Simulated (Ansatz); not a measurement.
# Data sheet: NbGa₃ (DFT)

NbGa3:
```
NbGa3
1.0
   -1.86857     1.86857     4.30498
    1.86857    -1.86857     4.30498
    1.86857     1.86857    -4.30498
Nb Ga
1 3
Direct
  0.00000   0.00000   0.00000
  0.50000   0.50000   0.00000
  0.75000   0.25000   0.50000
  0.25000   0.75000   0.50000
```

Space group I4/mmm (No. 139); conventional cell a = b = 3.737 Å, c = 8.610 Å, α = β = γ = 90.00°.

Method: the program Ansatz at the LDA level (PAW). The cell and atoms are relaxed at this level. Other levels are named where they apply.

### Cell and energy

```json
{
 "volume_per_atom": "15.03 Å³",
 "density": "8.34 g/cm³",
 "Formation energy from the elements (no fitted shifts)": "-36 kJ/mol of atoms"
}
```

### Electronic structure

```json
{
  "electronic_character": "metallic (no gap)",
  "Density of states at the Fermi level": "0.17 states/eV per atom (mean over ±0.08 eV)"
}
```

### Mechanics

```json
{
  "Bulk modulus (Birch–Murnaghan fit)": "146 GPa",
  "Pressure derivative B′": "4.7"
}
```

### Phonons

```json
{
  "highest_zone_centre_frequency": "31.8 meV",
  "zone_centre_stability": "no imaginary mode at Γ"
}
```

The workflow started from a Materials Project entry (that database holds measured and hypothetical structures alike); the Crystallography Open Database files this formula in space group No. 139, but the cells were not matched. Whether it is the stable phase at ambient conditions was not checked. The LDA relaxation kept the symmetry of its start. The run is not spin-polarised. As this level gives no gap, phonon frequencies hold no LO–TO term and depend on the k-mesh and smearing (Fermi–Dirac, 0.1 eV here). Axis ratios of metals converge slowly with the k-mesh, so a and c are less sure than the volume. The references are the lowest solids computed at this level, not always the standard phases. Scalar-relativistic: spin–orbit coupling is off unless named, which matters more the heavier the elements.

Potentials: the later of the program's two PAW sets.
